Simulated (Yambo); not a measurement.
G0W0@PBEsol for Ag2S (space group Cm, No. 8, within 0.06 Å of Cmcm) in Yambo. Reference settings: 4×4×2 Γ-centred k mesh, bands 17 to 200 and a 7 Ry block in the screening, 200 bands in G with the Bruneval-Gonze terminator, plasmon pole fitted at 27.2 eV. The PBEsol gap Γ → Γ on this mesh is 1.11 eV; G0W0 gaps are taken between the same points.

```csv
change from the reference,G0W0 gap Γ → Γ (eV),shift of the valence edge (eV)
reference settings,1.91,-0.49
1 Ry block,___,-0.60
"137 bands in G, no terminator",1.76,-0.13
3 Ry block,1.90,-0.41
6 Ry block,1.89,-0.46
"90 bands in W, 90 bands in G",2.14,-0.30
2×2×1 mesh,1.77,-0.34
pole fitted at 10 eV,1.98,-0.40
```

### Question
Estimate the withheld gaps from the other rows; the computed values follow.

### Answer

- 1 Ry block, G0W0 gap Γ → Γ (eV): 2.42

The reference isn't shown to be the converged limit.

Spin-orbit coupling is not included.

Geometry of the Materials Project entry, not relaxed at this level; primitive cell a = b = 4.232 Å, c = 7.434 Å, α = β = 90.09°, γ = 67.84°.

The structure is a Materials Project entry; no match was found in the copy of COD used, and its stability was not checked.

A shift is the quasiparticle energy of the state minus its PBEsol energy.
